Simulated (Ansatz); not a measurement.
ZrInS₃ (Pm-3m)

Theory: DFT PBE, scalar-relativistic, plane waves, PAW in Ansatz 0.2.0.

Settings: cutoff 420 eV, Γ-centred mesh 8×8×8 on the computed 5-atom cell, Gaussian smearing of 0.10 eV; collinear spin from starting moments 1.1 0.0 0.0 0.0 0.0 μB.

The structure is relaxed at this level of theory with its symmetry kept, and needn't be the ground state of this composition.

```xyz
5
Lattice="4.9002 0.0000 0.0000 0.0000 4.9002 0.0000 0.0000 0.0000 4.9002" Properties=species:S:1:pos:R:3 pbc="T T T"
Zr    0.0000    0.0000    0.0000
In    2.4501    2.4501    2.4501
S     2.4501    2.4501    0.0000
S     2.4501    0.0000    2.4501
S     0.0000    2.4501    2.4501
```

| Item | Value |
| --- | --- |
| Space group | Pm-3m (No. 221) |
| Volume per atom | 23.53 Å³ |
| Formation energy from the elements' standard states (uncorrected) | +0.158 eV/atom |
| Kohn–Sham band gap | none (metal) |
| Density of states at the Fermi level | 5.3 states/eV per cell |
| Orbital (Löwdin) character within 0.5 eV of the Fermi level | Zr 4d 78 %, S 3p 12 % |
| Bader charge by site (e) | Zr (1 in the cell) 1.71, In (1 in the cell) 1.38, S (3 in the cell) -1.03 |
| Total moment | 0.89 μB per cell |
| Moment by site (μB) | Zr1 0.97, S3 -0.08, S4 -0.08, S5 -0.08 |

Only this magnetic start was tried.

Another cell of ZrInS3 relaxed alike, in Pm-3m, lies 0.95 eV/atom lower, so this cell isn't the stable form at this level.

The cell was found from a structure generator's guess, not taken from experiment. Löwdin shares on free-atom orbitals overweight diffuse shells.
